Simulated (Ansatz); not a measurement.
BN:
```
BN
1.0
    2.49858     0.00000     0.00000
   -1.24929     2.16384     0.00000
    0.00000     0.00000    19.78101
B N
6 6
Cartesian
  0.00000   0.00000   1.65121
  0.00000   1.44256   4.94516
  1.24929   0.72128   8.23687
  0.00000   0.00000  11.54171
  1.24929   0.72128  14.83566
  0.00000   1.44256  18.12737
  0.00000   1.44256   1.65316
  1.24929   0.72128   4.94698
  0.00000   0.00000   8.23814
  1.24929   0.72128  11.54367
  0.00000   1.44256  14.83748
  0.00000   0.00000  18.12865
```

Relaxed with r²SCAN+D4. Plane-wave PAW r²SCAN+D4 (Ansatz code) gives a gap of 4.70 eV.

**Question.** What gap does HSE06 give on the same cell (Ansatz, PAW)?

**Answer.** 5.46 eV, 0.75 eV more. The hybrid was solved on a coarser mesh and at special points; its gap is the smallest among all of these.

| k | v1 r²SCAN+D4 | c1 r²SCAN+D4 | v1 HSE06 | c1 HSE06 |
|---|---|---|---|---|
| Γ | -1.34 | 5.63 | ___ | ___ |
| A | -1.34 | 5.97 | ___ | ___ |
| K | -0.05 | 5.24 | ___ | ___ |
| M | -0.58 | 4.70 | -0.63 | 5.46 |
| L | -0.64 | 4.80 | ___ | ___ |

**Question.** Top valence (v1) and lowest conduction level (c1) in eV from each method's valence maximum (which need not be a listed point): supply the withheld HSE06 values.

**Answer.** 
- K, v1 HSE06: -0.05
- K, c1 HSE06: 6.01
- Γ, v1 HSE06: -1.58
- Γ, c1 HSE06: 6.41
- L, v1 HSE06: -0.69
- L, c1 HSE06: 5.55
- A, v1 HSE06: -1.58
- A, c1 HSE06: 6.76

Cost on shared cores: the r²SCAN+D4 run (SCF on a 13×13×2 mesh, then bands and DOS) very roughly 2.9 core-minutes, the HSE06 run (SCF on 7×7×1, then a few points) about 4 core-minutes (a rough figure); the tasks are unlike.

Space group P6_3mc. The start of the workflow was typed in or built on a structure type. Its sites differ from those of the usual phase in this space group: another stacking or structure type. Symmetry was held in the r²SCAN+D4 relaxation; whether a distortion lowers the energy is not shown.

Potentials: the later of the program's two PAW sets.
